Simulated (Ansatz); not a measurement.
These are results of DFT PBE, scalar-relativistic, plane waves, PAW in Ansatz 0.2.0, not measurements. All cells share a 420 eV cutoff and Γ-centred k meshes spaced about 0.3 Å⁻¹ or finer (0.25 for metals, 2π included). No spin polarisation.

Relaxed structures of TaCl₃F, with energies over the first row. Coordination counts Cl or F atoms around Ta (for each partner element, those within 1.25 times its shortest distance or 1.15 times the sum of covalent radii, where it is the nearest in units of that sum or under 1.3).

```json
{"#": "1", "form": "Cm", "sites": "Ta 4b; Cl 4b, 2a, 2a, 2a, 2a; F 4b", "V (Å³/atom)": "30.2", "coordination": "Ta 6", "ΔE (meV/atom)": "0"}
{"#": "2", "form": "C2/m", "sites": "Ta 4g; Cl 8j, 4i; F 4i", "V (Å³/atom)": "29.4", "coordination": "Ta 6", "ΔE (meV/atom)": "71"}
```

A further structure, relaxed alike:

```
CELL_PARAMETERS angstrom
-2.05586 2.42147 7.38696
2.05586 -2.42147 7.38696
2.05586 2.42147 -7.38696
ATOMIC_POSITIONS crystal
Ta 0.00000 0.00000 0.00000
Cl 0.84273 0.84273 0.00000
Cl 0.15727 0.15727 0.00000
Cl 0.50000 0.00000 0.50000
F 0.00000 0.50000 0.50000
```

Problem. Where does it fall in the ranking, and at what energy?

Solution. It is the highest, 191 meV/atom above row 1, with space group Immm (No. 71) and 29.4 Å³/atom. Counting Cl or F atoms around Ta, this cell and row 1 both have Ta 6. Ta is surrounded by 2 F at 2.06 Å and 4 Cl at 2.32–2.42 Å; Cl on a site of symmetry mm2 is surrounded by 1 Ta at 2.32 Å; Cl on a site of symmetry mmm is surrounded by 2 Ta at 2.42 Å; F has 2 Ta at 2.06 Å.

Weakly bound directions are ill-defined at this level, which has no dispersion term (Cm, C2/m, Immm), and this can change margins and order among such cells. These runs have no spin–orbit coupling, which can matter for Ta. In Immm an odd number of electrons in the primitive cell allows no gap without spin; a larger cell or a magnetic state could open one. A magnetic state wasn't ruled out in cells without spin, among them Immm. With atoms moved at random, row 1 came back. Row 2 and the further cell had no clear such test and can be saddle points.
